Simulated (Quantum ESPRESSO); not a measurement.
# B4N2CO: a curve over strain

Computed values, not a measurement. The program is pw.x of Quantum ESPRESSO 7.5 (plane-wave density functional theory). The cell is made up: 8 atoms on a wurtzite lattice, with randomly drawn elements, strain and displacements, not relaxed. PseudoDojo standard norm-conserving files (v0.5 for PBE, v0.4.1 for LDA and PBEsol) set the functional; there is no spin polarisation, spin-orbit coupling or dispersion term, and the masses in the input are unused placeholders.

Seven runs add a strain to one cell (along z); the atoms follow the cell and are not relaxed. Stress in the table is positive in tension.

Input of the run at -0.0009:

```
&control calculation='scf', pseudo_dir='./dojo.nc.sr.pbe.v0_5.standard.upf', outdir='./o', disk_io='low', tprnfor=.true., tstress=.true. /
&system ibrav=0, nat=8, ntyp=4, nbnd=22, ecutwfc=84.00895049, nosym=.true., tot_charge=0,
 occupations='smearing', smearing='fd', degauss=0.0018374661
/
&electrons conv_thr=7.350e-09, electron_maxstep=60, /
ATOMIC_SPECIES
B 1.0 B.upf
C 1.0 C.upf
N 1.0 N.upf
O 1.0 O.upf
CELL_PARAMETERS angstrom
2.6333 0.033 -0.0243
0.0571 4.5727 -0.0425
-0.0397 -0.0401 4.276
ATOMIC_POSITIONS angstrom
B -0.0238 -0.047 0.0346
B 1.3716 2.3041 -0.0157
B 1.3071 0.782 2.0821
B 0.0576 3.0146 2.1412
N 0.0101 0.016 1.6128
C 1.3129 2.2587 1.5684
O 1.2548 0.7769 3.6979
N -0.0064 3.0192 3.7129
K_POINTS automatic
7 4 4 1 1 1
```

```
added strain  free energy less that of the input shown (eV)  stress xx (GPa)  stress yy (GPa)  stress zz (GPa)  stress xy (GPa)  pressure (GPa)  iterations
     -0.0175                                         0.0281            11.16            13.90           -13.11             7.98           -3.98          12
     -0.0140                                         0.0153            11.32            14.07            -9.69             7.97           -5.23          12
     -0.0036                                        -0.0010            11.74            14.54            -0.07             7.92           -8.74          12
     -0.0009                                         0.0000            11.84            14.65             2.30             7.91           -9.60          12
     +0.0013                                         0.0023            11.92            14.74             4.22             7.89          -10.30          12
     +0.0164                                         0.0529            12.43            15.30            16.47             7.82          -14.73          12
     +0.0202                                         0.0747            12.54            15.43            19.35             7.80          -15.77          12
```

A cubic fit gives a slope of stress zz against the added strain of 867 GPa at zero added strain, with the atoms clamped. Across the table the free energy follows the integral of the stress to within 0.4 meV. A rerun of one of the cells at 1437 eV and a 9 x 6 x 6 mesh moved values by no more than 0.002 eV in energy, 0.05 GPa in stress and 0.003 eV/Å in force.